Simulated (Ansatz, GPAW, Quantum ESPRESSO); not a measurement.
**TiNi: 3 runs at one level of theory**

```xyz
4
Lattice="4.0860 0.0000 0.0000 0.0000 2.8562 0.0000 0.0000 0.0000 4.5868" Properties=species:S:1:pos:R:3 pbc="T T T"
Ni    3.0645    0.0000    3.7656
Ni    1.0215    0.0000    0.8211
Ti    3.0645    1.4281    1.2586
Ti    1.0215    1.4281    3.3281
```

The cell comes from a database or a generator and needn't be the stable form of this composition.

Alike in all runs: task single point; functional PBEsol; k mesh 7 × 9 × 6; occupations fermi-dirac, width 0.05 eV; collinear spin, ferromagnetic start; no spin-orbit coupling. Pressure is positive in compression and, in plane waves, holds the error of the finite cutoff.

| program and potentials | plane-wave cutoff (eV) | notes | pressure (GPa) | net moment per atom (μB) | largest force (eV/Å) |
| --- | --- | --- | --- | --- | --- |
| GPAW, PAW data sets generated for this functional | 600 | 14 valence electrons an atom on average; this data set often lies off other programs | -2.25 | 0.00 | 0.108 |
| Ansatz, all-electron LAPW, scalar-relativistic | - | - | -2.86 | 0.00 | 0.081 |
| Quantum ESPRESSO, GBRV 1.5 PBEsol | 612 | 15 valence electrons an atom on average | ? | ? | ? |

Question: Estimate from the other rows what the run with Quantum ESPRESSO, GBRV 1.5 PBEsol gave.

Answer: Pressure -2.90 GPa; net moment per atom 0.00 μB; largest force 0.089 eV/Å. The other rows, which needn't bracket it: pressure -2.86 to -2.25; net moment per atom 0.00; largest force 0.081 to 0.108.
